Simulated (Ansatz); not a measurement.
## NbRh, one cell by several methods

```yaml
crystal:
  lattice:
    - [2.84200, 0.00000, 0.00000]
    - [0.00000, 2.84200, 0.00000]
    - [0.00000, 0.00000, 3.80900]
  atoms:
    - { symbol: Nb, position: [0.00000, 0.00000, 0.00000] }
    - { symbol: Rh, position: [0.50000, 0.50000, 0.50000] }
```

Atom numbers follow the list: Nb1, Rh2.

The conventional cell has a = 2.842 Å, b = 2.842 Å, c = 3.809 Å, α = 90.00°, β = 90.00°, γ = 90.00°. Nb (atom 1) has 8 Rh at 2.77 Å and 4 Nb at 2.84 Å as nearest neighbours. Around Rh (atom 2) lie 8 Nb at 2.77 Å and 4 Rh at 2.84 Å.

The cell is COD entry 2310202, as deposited and not checked against the literature; nothing was relaxed.

Levels of theory: DFT, PBEsol, PAW with Ansatz's default frozen-core files, scalar-relativistic (Ansatz 0.2.0); DFT, PBEsol, all-electron LAPW, scalar-relativistic (Ansatz 0.2.0).

For PAW: a Γ-centred 14×14×11 k mesh, Fermi–Dirac smearing of 0.05 eV, cutoff 420 eV, no spin polarisation; the PAW files were made with PBE, and the program remakes their frozen cores for this functional. LAPW targets a basis error of 1 meV/atom. The Ansatz runs share mesh, smearing and spin set-up. Plane-wave (PAW) pressures include the program's estimate of the Pulay term.

Stress and pressure are positive in compression.

Levels count from the Fermi level.

PAW results:

```
                      quantity     PAW
                pressure (GPa)   -0.71
               stress xx (GPa)   -1.33
               stress zz (GPa)    0.54
highest filled level at Γ (eV)  -0.689
  lowest empty level at Γ (eV)   1.199
highest filled level at Z (eV)  -0.518
  lowest empty level at Z (eV)   1.293
highest filled level at X (eV)  -1.307
  lowest empty level at X (eV)   1.235
```

Q: What does LAPW (all electrons) give for the same quantities?

A: 
| quantity | LAPW |
| --- | --- |
| pressure (GPa) | -0.69 |
| stress xx (GPa) | -1.32 |
| stress zz (GPa) | 0.55 |
| highest filled level at Γ (eV) | -0.689 |
| lowest empty level at Γ (eV) | 1.202 |
| highest filled level at Z (eV) | -0.518 |
| lowest empty level at Z (eV) | 1.291 |
| highest filled level at X (eV) | -1.306 |
| lowest empty level at X (eV) | 1.235 |
